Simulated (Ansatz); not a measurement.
input.yaml (Ansatz)

```yaml
crystal:
  lattice:
    - [3.1292208991, 0.0, 0.0]
    - [-1.5646104496, 2.7099847927, 0.0]
    - [0.0, 0.0, 10.2145950965]
  atoms:
    - { symbol: Ga, position: [0.0, 1.0, 1.0] }
    - { symbol: Ga, position: [0.0, 1.0, 0.5] }
    - { symbol: Ga, position: [0.3333333333, 0.6666666667, 0.25] }
    - { symbol: Ga, position: [0.6666666667, 0.3333333333, 0.75] }
hamiltonian:
  xc: blyp
  pseudopotentials:
    kind: paw
    azcp:
      Ga: "pseudopotentials/Ga.paw.azcp"
basis:
  ecutwfc: 420
  fft_grid_basis: typed
kpoints:
  mp_grid: { grid: [13, 13, 4], shift: [0, 0, 0] }
magnetization:
  spin_polarized: false
scf:
  occupations: { method: fermi_dirac, width: 0.1 }
  lower_state_search: "off"
output:
  stress: true
```

Terminal output

```
Engine: ansatz 0.2.0, aarch64-unknown-linux-gnu
Pseudopotentials: kind: paw
Pseudopotential: Ga, paw, valence charge 13, recommended cutoff 420 eV (normal) 
Functional definition: BLYP
  parameter beta = 0.0042
  parameter a = 0.04918
  parameter b = 0.132
  parameter c = 0.2533
  parameter d = 0.349
  exchange = b88_x(beta = beta)
  correlation = lyp_c(a = a, b = b, c = c, d = d)
Crystal: 4 atoms, lattice volume = 86.621 Å³
Basis set: ecut = 420 eV, 1667 PW (Γ), exchange–correlation on 48×48×144 points (8 copies of the dense FFT grid, shifted against one another)
Bands: 30, of which v1, the nominal top of the filled ones, is band 26 counted from 1 (25 counted from 0)
Symmetry: 24 space group operations
Space group: P63/mmc (ITA 194), of the structure as read, at distance tolerance 4.4e-5 Å
k-points: 63 of 676
Non-local potential: Ga, projectors of the file, l = 0: 2, l = 1: 2, l = 2: 3, l = 3: 1
PAW form: soft (Blöchl's): semilocal exchange-correlation on the pseudo side does not see the compensation charge
PAW frozen core: Ga, regenerated for the run's functional, and the local potential with it (the file was generated under x = pbe(κ = 0.804, μ = 0.2195149727645171), c = pbe(β = 0.06672455060314922))
PAW one-centre angular grid: Ga, 590 points (default); XC on 64 Gauss nodes
Initial density: superposition of atomic densities (neutral atoms: chi_scale 0, normalization atom), corrected by the library's trained network
Initial wavefunctions: pseudopotential atomic-orbital guess
Functional: x = b88, c = lyp
SCF iter   1: F=—  HF=-15171.113465 eV  |F-HF|=—  |Δ(HF+E_count)|=         —  Δρ=7.46e-3  dr2=3.08e-2  ethr=1.77e-3  ⟨swp⟩=5.5  Hψ=14449  notcnv=0  defer=13
automatic band count: the SCF goes on with 34 bands, as 30 were too few: the levels above may hold too much charge
SCF iter   2: F=—  HF=-15171.108531 eV  |F-HF|=—  |Δ(HF+E_count)|=   4.93e-3  Δρ=4.54e-3  dr2=1.44e-2  ethr=5.93e-5  ⟨swp⟩=1.0  Hψ=2648  notcnv=0  defer=18
SCF iter   3: F=—  HF=-15171.107612 eV  |F-HF|=—  |Δ(HF+E_count)|=   9.18e-4  Δρ=7.31e-4  dr2=4.67e-4  ethr=2.77e-5  ⟨swp⟩=2.6  Hψ=3141  notcnv=0  defer=18
SCF iter   4: F=—  HF=-15171.107532 eV  |F-HF|=—  |Δ(HF+E_count)|=   8.09e-5  Δρ=5.27e-4  dr2=1.62e-4  ethr=8.98e-7  ⟨swp⟩=2.0  Hψ=3670  notcnv=0  defer=18
SCF iter   5: F=—  HF=-15171.107571 eV  |F-HF|=—  |Δ(HF+E_count)|=   3.95e-5  Δρ=1.45e-4  dr2=1.34e-5  ethr=3.11e-7  ⟨swp⟩=2.0  Hψ=3719  notcnv=0  defer=18
SCF iter   6: F=—  HF=-15171.107577 eV  |F-HF|=—  |Δ(HF+E_count)|=   6.15e-6  Δρ=4.92e-5  dr2=2.32e-6  ethr=2.58e-8  ⟨swp⟩=2.0  Hψ=3716  notcnv=0  defer=18
SCF iter   7: F=—  HF=-15171.107580 eV  |F-HF|=—  |Δ(HF+E_count)|=   2.52e-6  Δρ=2.11e-5  dr2=2.75e-7  ethr=4.46e-9  ⟨swp⟩=2.1  Hψ=3609  notcnv=0  defer=18
SCF iter   8: F=—  HF=-15171.107580 eV  |F-HF|=—  |Δ(HF+E_count)|=   1.67e-8  Δρ=9.01e-6  dr2=4.73e-8  ethr=1.92e-10  ⟨swp⟩=4.2  Hψ=7409  notcnv=0
SCF iter   9: F=-15171.107580 eV  HF=-15171.107580 eV  |F-HF|=1.80e-9  |Δ(HF+E_count)|=   3.09e-9  Δρ=2.71e-6  dr2=4.65e-9  ethr=9.10e-11  ⟨swp⟩=4.0  Hψ=6951  notcnv=0
SCF 1 converged in 9 iterations: F = -15171.107580 eV  dr2 = 4.65e-9
SCF converged after 9 iterations
Free energy (F): -15171.107580 eV
Harris-Foulkes:  -15171.107580 eV  (|F-HF|=1.80e-9)
Internal energy: -15171.047406 eV  (E = F + TS)
E sigma→0 (E₀):  -15171.077493 eV
Entropy (-TS):   -0.060174 eV (-15.043 meV/atom)
Fermi energy:    8.423020 eV
--- Per-component energies (eV) ---
  E_band       = -206.885722
  E_kinetic    = 456.918181
  E_local      = -7498.947074  (includes V_loc(G=0)·N_el)
  E_nonlocal   = 1665.445498
  E_hartree    = 3500.957860
  E_xc         = -273.059406
  E_vxc        = -225.234692  (∫ρ·V_xc dr)
  E_paw        = -7979.166251  (= ΣΔE_a)
  E_vpaw       = -1606.979293  (= ΣTr[D̂ρ^β])
  E_aug_tail   = -0.000482  (compensation charges beyond the density's cutoff)
  E_ewald      = -5043.260276
  E_core_change = 0.064545  (= ΣΔE_core)
  E_smearing   = -0.060174  (= −TS)
  E_closure    = -0.000000  (closes the sum)
  Σ components = -15171.107580   (vs F -15171.107580, Δ=0.00e0)
--- Stress (GPa, compression-positive) ---
       -0.009466       0.000000       0.000000
       -0.000000      -0.009466       0.000000
        0.000000       0.000000       0.238054
  P = ⅓ Tr σ = 0.0730 GPa (0.730 kbar)
```
